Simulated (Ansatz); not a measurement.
An Ansatz (an electronic-structure program) run. Input:

Ansatz 0.2 input:
```yaml
crystal:
  lattice:
    - [2.7757935019, 0.0, 0.0]
    - [0.0, 2.7757935019, 0.0]
    - [0.0, 0.0, 3.9322980864]
  atoms:
    - { symbol: Ir, position: [0.0, 0.0, 0.0] }
    - { symbol: W, position: [0.5, 0.5, 0.5] }
kpoints:
  mp_grid: { grid: [11, 11, 8] }
  band_path:
    path:
      - [[0.0, 0.0, 0.0], [0.0, 0.5, 0.0], [0.5, 0.5, 0.0], [0.0, 0.0, 0.0], [0.0, 0.0, 0.5], [0.0, 0.5, 0.5], [0.5, 0.5, 0.5], [0.0, 0.0, 0.5]]  # Γ-X-M-Γ-Z-R-A-Z
      - [[0.0, 0.5, 0.0], [0.0, 0.5, 0.5]]  # X-R
      - [[0.5, 0.5, 0.0], [0.5, 0.5, 0.5]]  # M-A
    npoints: 8
basis: { ecutwfc: 600, xc_grid: 2 }
hamiltonian:
  xc: pbe
  pseudopotentials: { azcp: { folder: ./paw }, kind: paw_fr }
magnetization: { noncollinear: true, spin_orbit: true }
scf:
  n_extra_bands: 13
  convergence: { dr2_threshold: 0.0000000001 }
  occupations: { method: gaussian, width: 0.05 }
output: { eigenvalues: true }
```

Output (shortened):

```
Pseudopotential: Ir, paw, valence charge 17
Pseudopotential: W, paw, valence charge 14
Functional definition: PBE
non-collinear run that drives no moment, with spin-orbit …
Crystal: 2 atoms, lattice volume = 30.298 Å³
Basis set: ecut = 600 eV, 1023 PW (Γ), exchange–correlation on 48×48×64 points (8 copies of the dense FFT grid, shifted against one another)
Bands: 44, of which v1, the nominal top of the filled ones, is band 31 counted from 1 (30 counted from 0)
Symmetry: 16 space group operations + 16 with time reversal
k-points: 105 of 968
Projection manifold: j_resolved (fully-relativistic pseudo-atomic orbitals)
SCF iter   1: F=—  HF=-22380.504531 eV  |F-HF|=—  |Δ(HF+E_count)|=         —  Δρ=7.06e-2  dr2=2.05e0  dr2_m=0.00e0 (ungated)  ethr=3.10e-3  |M|=0.00e0 ∫|m|=0.00e0 μB  |m|>n=0.0e0 m-floor=0.0e0 τ_xc=0.0e0  β_m=0.30  ⟨swp⟩=6.2  Hψ=10077  notcnv=0  defer=74
preconditioner: auto → none
SCF iter   2: F=—  HF=-22380.199033 eV  |F-HF|=—  |Δ(HF+E_count)|=   3.05e-1  Δρ=4.99e-2  dr2=8.54e-1  dr2_m=0.00e0 (ungated)  ethr=3.10e-3  |M|=0.00e0 ∫|m|=0.00e0 μB  |m|>n=0.0e0 m-floor=0.0e0 τ_xc=0.0e0  β_m=0.59  ⟨swp⟩=2.0  Hψ=3068  notcnv=0  defer=626
SCF iter   3: F=—  HF=-22380.062236 eV  |F-HF|=—  |Δ(HF+E_count)|=   1.37e-1  Δρ=3.64e-2  dr2=8.57e-1  dr2_m=0.00e0 (ungated)  ethr=2.75e-3  |M|=0.00e0 ∫|m|=0.00e0 μB  |m|>n=0.0e0 m-floor=0.0e0 τ_xc=0.0e0  β_m=0.43  ⟨swp⟩=2.8  Hψ=3769  notcnv=0  defer=638
SCF iter   4: F=—  HF=-22379.931337 eV  |F-HF|=—  |Δ(HF+E_count)|=   1.31e-1  Δρ=5.90e-3  dr2=1.10e-2  dr2_m=0.00e0 (ungated)  ethr=2.75e-3  |M|=0.00e0 ∫|m|=0.00e0 μB  |m|>n=0.0e0 m-floor=0.0e0 τ_xc=0.0e0  β_m=0.64  ⟨swp⟩=2.0  Hψ=3047  notcnv=0  defer=636
SCF iter   5: F=—  HF=-22379.931980 eV  |F-HF|=—  |Δ(HF+E_count)|=   6.43e-4  Δρ=2.42e-3  dr2=2.83e-3  dr2_m=0.00e0 (ungated)  ethr=3.56e-5  |M|=0.00e0 ∫|m|=0.00e0 μB  |m|>n=0.0e0 m-floor=0.0e0 τ_xc=0.0e0  β_m=0.64  ⟨swp⟩=2.2  Hψ=3308  notcnv=0  defer=632
SCF iter   6: F=—  HF=-22379.931570 eV  |F-HF|=—  |Δ(HF+E_count)|=   4.09e-4  Δρ=5.15e-4  dr2=1.60e-4  dr2_m=0.00e0 (ungated)  ethr=9.12e-6  |M|=0.00e0 ∫|m|=0.00e0 μB  |m|>n=0.0e0 m-floor=0.0e0 τ_xc=0.0e0  β_m=0.60  ⟨swp⟩=1.7  Hψ=2269  notcnv=0  defer=632
SCF iter   7: F=—  HF=-22379.931553 eV  |F-HF|=—  |Δ(HF+E_count)|=   1.80e-5  Δρ=6.72e-5  dr2=8.94e-7  dr2_m=0.00e0 (ungated)  ethr=5.17e-7  |M|=0.00e0 ∫|m|=0.00e0 μB  |m|>n=0.0e0 m-floor=0.0e0 τ_xc=0.0e0  β_m=0.69  ⟨swp⟩=2.1  Hψ=2731  notcnv=0  defer=632
SCF iter   8: F=—  HF=-22379.931552 eV  |F-HF|=—  |Δ(HF+E_count)|=   9.37e-7  Δρ=1.94e-5  dr2=1.17e-7  dr2_m=0.00e0 (ungated)  ethr=2.88e-9  |M|=0.00e0 ∫|m|=0.00e0 μB  |m|>n=0.0e0 m-floor=0.0e0 τ_xc=0.0e0  β_m=0.67  ⟨swp⟩=2.4  Hψ=2940  notcnv=0  defer=632
SCF iter  11: F=-22379.931552 eV  HF=-22379.931552 eV  |F-HF|=1.09e-11  |Δ(HF+E_count)|=  3.64e-12  Δρ=4.31e-8  dr2=4.02e-13  dr2_m=0.00e0 (ungated)  ethr=1.00e-12  |M|=0.00e0 ∫|m|=0.00e0 μB  |m|>n=0.0e0 m-floor=0.0e0 τ_xc=0.0e0  ⟨swp⟩=8.4  Hψ=7473  notcnv=0
SCF 1 converged in 11 iterations: F = -22379.931552 eV  dr2 = 4.02e-13
NSCF: frozen V_eff on 75 k-points
SCF converged after 11 iterations
Magnetization: |M| = 0.0000 μB,  M = (+0.0000, +0.0000, +0.0000) μB
Absolute magnetization: 0.0000 μB (∫|m|)
  site 0: m = (+0.0000, +0.0000, +0.0000) μB, |m| = 0.0000 μB  (R = 1.15 Å)
  site 1: m = (+0.0000, +0.0000, +0.0000) μB, |m| = 0.0000 μB  (R = 1.15 Å)
Free energy (F): -22379.931552 eV
Harris-Foulkes:  -22379.931552 eV  (|F-HF|=1.09e-11)
Internal energy: -22379.930424 eV  (E = F + TS)
E sigma→0 (E₀):  -22379.930988 eV
Entropy (-TS):   -0.001127 eV (-0.564 meV/atom)
Fermi energy:    23.542022 eV
--- Per-component energies (eV) ---
  E_band       = -190.834079
  E_kinetic    = 945.269491
  E_local      = -1721.753147  (includes V_loc(G=0)·N_el)
  E_nonlocal   = 167.456952
  E_hartree    = 671.143825
  E_xc         = -492.892046
  E_vxc        = -481.857792  (∫ρ·V_xc dr)
  E_paw        = -17892.351883  (= ΣΔE_a)
  E_vpaw       = -442.237304  (= ΣTr[D̂ρ^β])
  E_aug_tail   = 0.000078  (compensation charges beyond the density's cutoff)
  E_ewald      = -4056.803694
  E_smearing   = -0.001127  (= −TS)
  E_closure    = 0.000000  (closes the sum)
  Σ components = -22379.931552   (vs F -22379.931552, Δ=0.00e0)
  [band-id]    e_kinetic+e_local+e_nonlocal+2·e_hartree+e_vxc+e_vpaw+e_augmentation_tail = -190.834071   (vs E_band -190.834079, Δ=7.97e-6)
--- Band table (eV; the first three rows and the last of 105) ---
  k-point 0: bands = ["-68.7288", "-68.7288", "-50.4237", "-50.4237", "-35.5147", "-35.5147", "-22.0661", "-22.0661", "-21.8420", "-21.8420", "-21.6329", "-21.6329", "-11.9652", "-11.9652", "-11.5681", "-11.5681", "13.4696", "13.4696", "16.6992", "16.6992", …
  k-point 1: bands = ["-68.7288", "-68.7288", "-50.4238", "-50.4238", "-35.5145", "-35.5145", "-22.0601", "-22.0601", "-21.8417", "-21.8417", "-21.6389", "-21.6389", "-11.9739", "-11.9739", "-11.5694", "-11.5694", "13.7021", "13.7021", "16.7974", "16.7974", …
  k-point 2: bands = ["-68.7287", "-68.7287", "-50.4240", "-50.4240", "-35.5142", "-35.5142", "-22.0450", "-22.0450", "-21.8409", "-21.8409", "-21.6543", "-21.6543", "-11.9947", "-11.9947", "-11.5725", "-11.5725", "14.3683", "14.3683", "17.0165", "17.0165", …
  k-point 104: bands = ["-68.6968", "-68.6968", "-50.3250", "-50.3250", "-35.6071", "-35.6071", "-22.2177", "-22.2177", "-22.1019", "-22.1019", "-21.9048", "-21.9048", "-12.4031", "-12.4031", "-12.1507", "-12.1507", "18.0904", "18.0904", "18.9453", "18.9453", …
```

Cost: very roughly 60 core-seconds on shared cores.

Space group P4/mmm (L1₀ or tetragonal B2). The start of the workflow was typed in or built on a structure type; neither database checked (COD, Materials Project) lists it. COD files the formula under space group No. 51. Its standing as an ambient phase is unchecked. Symmetry was held in the PBE relaxation; its stability against distortions is not shown here. No spin polarisation was allowed.

Potentials: the earlier of the program's two PAW sets.

Ansatz is a plane-wave DFT program.
